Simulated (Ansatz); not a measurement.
Here is the system:

LaAs:
```xyz
2
Lattice="0.0000 3.0319 3.0319 3.0319 0.0000 3.0319 3.0319 3.0319 0.0000" Properties=species:S:1:pos:R:3 pbc="T T T"
La     0.0000     0.0000     0.0000
As     3.0319     3.0319     3.0319
```

This is the LDA-relaxed structure.

Task: All from LDA (plane waves, PAW; program Ansatz), unless another level is named. Give the Young's modulus.

Result: 109 GPa.

Task: Give the elastic constants (relaxed ions, GPa).

Result: C11 = 179, C12 = 23.2, C44 = 28.7.

Space group Fm-3m (rock salt). The workflow started from a Materials Project entry (that database holds measured and hypothetical structures alike); the Crystallography Open Database files this formula in space group No. 225, but the cells were not matched. Whether it is the stable phase at ambient conditions was not checked. The LDA relaxation kept the symmetry of its start; of distortions, only those at the zone centre were tested. As this level gives no gap, shear constants depend on the k-mesh and smearing (Fermi–Dirac, 0.1 eV here). Spin–orbit coupling is left out wherever it is not named.

Potentials: the later of the program's two PAW sets.
